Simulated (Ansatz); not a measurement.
Computed with Ansatz 0.2.0, DFT PBE, scalar-relativistic, plane waves, PAW. Settings: cutoff 420 eV, Γ-centred meshes spaced at most about 0.3 Å⁻¹, and about 0.25 Å⁻¹ or finer for metals (2π included), Gaussian smearing. No spin polarisation in the final relaxations.

All energies are static (0 K, no zero-point motion).

Two forms of Ge₂TeO₃ were relaxed alike.

A. Space group P6/mmm (No. 191), hexagonal, a = 5.689 Å, c = 2.897 Å. Ge is surrounded by 6 O at 2.19 Å, 2 Ge at 2.90 Å, 3 Te at 3.28 Å and 3 Ge at 3.28 Å; Te is surrounded by 2 Te at 2.90 Å, 12 O at 3.19 Å and 6 Ge at 3.28 Å; around O lie 4 Ge at 2.19 Å, 6 O at 2.84–2.90 Å and 4 Te at 3.19 Å.

B. Space group P6/mmm (No. 191), hexagonal, a = 5.488 Å, c = 3.823 Å. Ge is surrounded by 2 O at 1.91 Å; Te is surrounded by 2 O at 1.91 Å; O on a site of symmetry -6m2 has 2 Ge at 1.91 Å; O on a site of symmetry 6/mmm has 2 Te at 1.91 Å.

Task: Which is lower in energy, and by how much?

Result: B is lower, by 21 meV/atom. A has space group P6/mmm (No. 191), 13.5 Å³/atom and no gap on its mesh; B has space group P6/mmm (No. 191), 16.6 Å³/atom and no gap. The shortest distance is 2.19 Å (Ge–O) in A and 1.91 Å (Ge–O and Te–O) in B. A holds Te–Te chains (shortest 2.90 Å); in B the shortest Te–Te distance is 3.82 Å. The lower one is the more open, so pressure narrows the difference. Both come from invented guesses. A third cell relaxed alike, in P-4m2, lies 262 meV/atom below the lower of the two.

Spin–orbit coupling, which can matter for Te, is left out. Cells relaxed within their symmetry can be saddle points.
